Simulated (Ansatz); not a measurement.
**AlNi under strain: Electric field gradients**

The cell is a structure deposited in the COD, relaxed with PBE at fixed cell and then changed (z stretched by 1 %, ions relaxed).

```yaml
crystal:
  lattice:
    - [2.88100, 0.00000, 0.00000]
    - [0.00000, 2.88100, 0.00000]
    - [0.00000, 0.00000, 2.90981]
  atoms:
    - { symbol: Al, position: [0.00000, 0.00000, 0.00000] }
    - { symbol: Ni, position: [0.50000, 0.50000, 0.50000] }
```

Atom numbers follow the list; atoms alike are taken as one site, whose name carries the number of the first.

Method: Kohn–Sham DFT in Ansatz, PBE, plane waves and PAW, scalar-relativistic, collinear spin, 420 eV cutoff, Γ-centred 16×16×16 k-points, Fermi–Dirac smearing 0.05 eV. Start moments as typed (μB): 1.5 on each Ni, none on the rest.

C_Q = eQV_zz/h, which is 24.18 MHz for Q = 1 b and V_zz = 10²¹ V/m²; η = (V_xx − V_yy)/V_zz. ν_Q = 3|C_Q|/[2I(2I − 1)].

27Al: I = 5/2, Q = 146.6 mb; ⁶¹Ni: I = 3/2, Q = 162.0 mb. Quadrupole moments are those of Pyykkö's year-2017 table.

Problem. Give the quadrupolar parameters of the distinct sites.

Solution. 

| site | atoms (order as listed) | first shell | C_Q (MHz) | η | ν_Q (MHz) |
| --- | --- | --- | --- | --- | --- |
| Al | 1 | 8 Ni at 2.50 Å, 6 Al at 2.88–2.91 Å | 0.084 | 0.00 | 0.013 |
| Ni | 2 | 8 Al at 2.50 Å, 6 Ni at 2.88–2.91 Å | 0.709 | 0.00 | 0.355 |

An axis of threefold or higher order runs through Al and Ni, so V_zz lies along it and η is zero.

With no gap above 0.1 eV, as in a metal, the gradients converge slowly in k; expect changes of a tenth or more on a denser mesh. With these PAW files V_zz is typically within 2 to 3 % of all-electron values, but misses above 10 % occur on Ni. The start moments die out, and the run ends without spin.
